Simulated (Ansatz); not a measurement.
The calculation used DFT PBE, scalar-relativistic, plane waves, PAW in Ansatz. Settings: cutoff 420 eV, Γ-centred meshes spaced at most about 0.3 Å⁻¹, and about 0.25 Å⁻¹ or finer for metals (2π included), Gaussian smearing. No spin polarisation in the final relaxations.

All energies are static (0 K, no zero-point motion).

Compare these two cells of Mg2ZnS3, each relaxed at this level.

A.

```
CELL_PARAMETERS angstrom
5.01468 0.00000 0.00000
-2.50734 4.34284 0.00000
0.00000 0.00000 8.65686
ATOMIC_POSITIONS crystal
Mg 0.00000 0.00000 0.44278
Mg 0.00000 0.00000 0.09809
Zn 0.00000 0.00000 0.74816
S 0.58777 0.00000 0.92447
S 0.00000 0.58777 0.92447
S 0.41223 0.41223 0.92447
```

B.

```
CELL_PARAMETERS angstrom
3.44250 0.00000 0.00000
0.00000 3.52679 0.00000
0.00000 0.00000 9.85582
ATOMIC_POSITIONS crystal
Mg 0.00000 0.00000 0.96924
Mg 0.00000 0.50000 0.63930
Zn 0.50000 0.00000 0.31725
S 0.50000 0.50000 0.85296
S 0.50000 0.50000 0.17456
S 0.50000 0.00000 0.54669
```

Question: Which would you expect to be lower, and how large is the difference?

Answer: B is lower, by 1.06 eV/atom. A has space group P31m (No. 157), 31.4 Å³/atom and no gap on its mesh; B has space group Pmm2 (No. 25), 19.9 Å³/atom and a gap of 0.17 eV. Counting S atoms around Mg and Zn (those within 1.25 times the shortest such distance or 1.15 times the sum of covalent radii; a plus sign parts nearer from farther groups; the shortest distance is added where it is long for a bond; a slash parts the counts of unlike sites), A has Mg 3/12 from 4.7 Å, Zn 3 and B has Mg 6/4+4, Zn 3. The denser one is the lower, and pressure would at first widen the difference. Both come from invented guesses. A third cell relaxed alike, in P-4m2, lies 90 meV/atom below the lower of the two.

Kohn–Sham gaps at this level usually fall short of measured ones. Cells relaxed within their symmetry can be saddle points.
